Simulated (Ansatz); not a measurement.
Trial structures of In2SbSe3: starts and ends

Method: DFT PBE, scalar-relativistic, plane waves, PAW (Ansatz 0.2.0). All cells share a 420 eV cutoff and Γ-centred k meshes spaced at most about 0.3 Å⁻¹ (about 0.25 or finer for metals, 2π included). No spin polarisation in the final relaxations.

Each guess was relaxed in cell and atoms at zero pressure, within the symmetry of its start. Temperature and zero-point effects are left out. Coordination counts Sb or Se atoms around In (for each partner element, those within 1.25 times its shortest distance or 1.15 times the sum of covalent radii, where it is the nearest in units of that sum or under 1.3; a plus sign parts groups by distance over the sum of covalent radii; the shortest distance is added where it exceeds 1.18 times the sum of covalent radii).

| guess | made from | start group | V start (Å³/atom) | end group | V end (Å³/atom) | coordination at the end | gap on mesh (eV) | E over the lowest end (meV/atom) |
| --- | --- | --- | --- | --- | --- | --- | --- | --- |
| 1 | Y2Al3Fe type | R-3m | 30.4 | R-3m | 26.7 | In 3 from 3.6 Å | 0 | 332 |
| 2 | LaGe2Ir3 type | P6/mmm | 26.7 | ? | ? | ? | ? | ? |
| 3 | Sm2GeRh3 type | R-3m | 26.1 | R-3m | 29.5 | In 3+1+3 | 0 | 0 |
| 4 | Hf2CuSb3 type | P-4m2 | 25.5 | P-4m2 | 26.6 | In 5 | 0 | 11 |
| 5 | random cell | P4/mmm | 28.1 | P4/mmm | 47.6 | In 2 | 0 | 935 |

Guess 2 as it starts:

```
In Sb Se
1.0
     6.48688    0.00000    0.00000
    -3.24344    5.61781    0.00000
     0.00000    0.00000    4.39258
In Sb Se
2 1 3
Direct
  0.33333 0.66667 0.00000
  0.66667 0.33333 0.00000
  0.00000 0.00000 0.00000
  0.50000 0.00000 0.50000
  0.00000 0.50000 0.50000
  0.50000 0.50000 0.50000
```

Problem. Predict the end of this guess and its energy over the lowest end.

Solution. It ends in space group P6/mmm (No. 191), with a = 7.364 Å, c = 3.639 Å, 28.5 Å³/atom and no gap. It lies 0.32 eV/atom over the lowest end, above guess 4 and below guess 1. Counting Sb or Se atoms around In, this end has In 6 and the lowest (guess 3) has In 3+1+3.

```
In Sb Se
1.0
     7.36373    0.00000    0.00000
    -3.68186    6.37717    0.00000
     0.00000    0.00000    3.63926
In Sb Se
2 1 3
Direct
  0.33333 0.66667 0.00000
  0.66667 0.33333 0.00000
  0.00000 0.00000 0.00000
  0.50000 0.00000 0.50000
  0.00000 0.50000 0.50000
  0.50000 0.50000 0.50000
```

Formation energies are uncorrected and refer to the elements' standard structures at the same level.

Problem. Is the lowest end bound against the elements?

Solution. Yes: its formation energy is −0.20 eV/atom. It lies below the elements, which doesn't yet make it stable against other compounds or structures.

The k mesh leaves some 4 meV/atom of noise in the energy of each metallic cell. No dispersion correction is applied, so the spacing and binding between layers, chains or molecules are poorly described (P-4m2), and this can change margins and order among such cells. Spin–orbit coupling, which can matter for Sb, is left out. In R-3m at 29.5 Å³/atom, P-4m2, P6/mmm, R-3m at 26.7 Å³/atom, P4/mmm an odd number of electrons in the primitive cell allows no gap without spin; a larger cell or a magnetic state could open one. A magnetic state wasn't ruled out in cells without spin, among them P6/mmm, P4/mmm. The reference form of Se is held partly by dispersion forces, which this level lacks. Cells relaxed within their symmetry can be saddle points. A lower structure may well exist outside this small set. Some types were kept out of the candidates beforehand, so the set may lack a known form.
